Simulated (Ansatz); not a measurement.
A geometry of Hf away from equilibrium: step 2 of the relaxation of a relaxed Hf cell, doubled along one cell vector, shaken by Gaussian noise of σ = 0.08 Å a coordinate. Calculation: r2SCAN (plane waves to 500 eV, PAW, scalar-relativistic; Ansatz, a first-principles code). Γ-centred k-mesh 4×7×12 on the run's cell (coarser than for final values), Fermi–Dirac smearing 0.05 eV. The plane waves were selected for a different cell earlier on the path.

```
Hf
1.0
    9.98735    -0.09883    -0.00173
   -2.53963     4.49911    -0.00331
   -0.00046    -0.00228     2.73137
Hf
4
Direct
  0.17166   0.60884   0.01893
  0.67303   0.68458   0.03267
  0.35450   0.31090   0.91827
  0.83747   0.35851   0.01176
```

Task: What forces act on the atoms (eV/Å)?

Result: 
```
atom     Fx     Fy     Fz
----  -----  -----  -----
Hf1    0.12   0.34   0.18
Hf2    0.17   0.83   0.25
Hf3   -0.13  -0.98  -0.39
Hf4   -0.15  -0.19  -0.04
```

The path ends in Fm-3m (No. 225) (fcc (Cu type)). No spin polarisation in the result.

The end of the path is a generated cell of Hf: the first start was made by placing the elements on the sites of a structure type, and the end was not matched to a known phase here, so it may be hypothetical. Known forms of Hf include space group No. 194.
